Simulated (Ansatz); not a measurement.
Relaxed TiN (rock salt):

```
TiN
1.0
    0.00000     2.11666     2.11666
    2.11666     0.00000     2.11666
    2.11666     2.11666     0.00000
N Ti
1 1
Direct
  0.00000   0.00000   0.00000
  0.50000   0.50000   0.50000
```

In each cell atom 2 (Ti, nearest neighbour N at 2.117 Å; its periodic images, 3.0 Å or more away, move with it) moves by s·(-1.000, 0.000, 0.000) (towards the nearest neighbour), the rest being held.

These are r2SCAN (plane waves to 500 eV, PAW, scalar-relativistic; Ansatz, an electronic-structure program) values and carry that method's errors. k mesh 15×15×15 (Γ-centred), Fermi-Dirac smearing 0.05 eV. E stands for the smeared free energy. Stress and pressure are positive under compression. Left out: 2 of 11 points, with atoms too close for the PAW data. With partly filled bands, energies and forces of such displacements shift with the k mesh and the smearing. F∥ is the force on the atom along that direction. The PAW data are Ansatz's earlier set. TiN is run without spin polarisation. TiN was relaxed with its symmetry unable to fall. ΔE is measured from the undisplaced structure.

```csv
s (Å),ΔE (eV/cell),P (GPa),F∥ (eV/Å)
-0.336,?,?,4.506
-0.252,0.361,10.7,3.097
-0.168,0.157,4.7,1.881
-0.084,0.039,1.2,0.924
0.000,0.000,0.0,0.000
0.084,0.039,1.2,-0.924
0.168,0.157,4.7,-1.881
0.252,0.361,10.7,-3.097
0.336,?,?,-4.506
```

Fill in the missing entries.


- -0.336, ΔE (eV/cell): 0.678
- -0.336, P (GPa): 19.5
- 0.336, ΔE (eV/cell): 0.678
- 0.336, P (GPa): 19.5

(For displaced atoms, the force is minus the slope of the energy, and its curvature is a force constant, which sets phonon frequencies.)
